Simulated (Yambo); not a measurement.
GaAl₃N₄ (space group P-43m, No. 215), G0W0@PBEsol in Yambo with this input:

```
rim_cut
gw0
dyson
el_el_corr
HF_and_locXC
ppa
em1d
RandQpts= 1000000
RandGvec= 1 Ry
EXXRLvcs= 84 Ry
VXCRLvcs= 336 Ry
Chimod= "HARTREE"
% BndsRnXp
 1 | 161 |
%
NGsBlkXp= 8 Ry
% LongDrXp
 1.0 | 1.0 | 1.0 |
%
PPAPntXp= 27.2114 eV
% GbndRnge
 1 | 161 |
%
GTermKind= "BG"
DysSolver= "n"
ExtendOut
```

On a 4×4×4 mesh, with wavefunctions cut at 84 Ry, the gap (Γ → Γ) is 4.566 eV and the valence edge shifts by -0.656 eV.

**Question.** What happens with this change: no terminator?

**Answer.** The gap falls by 0.111 eV, to 4.455 eV; the shift of the valence edge becomes -0.450 eV. Neither run is shown to be the converged limit.

The standard potential for Ga keeps a d shell in the valence without the s and p states of that shell. In tests on such compounds this moved G0W0 gaps by up to about 0.9 eV, so absolute quasiparticle energies here are unreliable; differences between settings are what counts.

Spin-orbit coupling is not included.

Geometry of the Materials Project entry, not relaxed at this level; primitive cell a = 4.401 Å, b = 4.401 Å, c = 4.401 Å, α = 90.00°, β = 90.00°, γ = 90.00°.

The structure is a Materials Project entry; no match was found in the copy of COD used, and its stability was not checked.

A shift is the quasiparticle energy of the state minus its PBEsol energy.
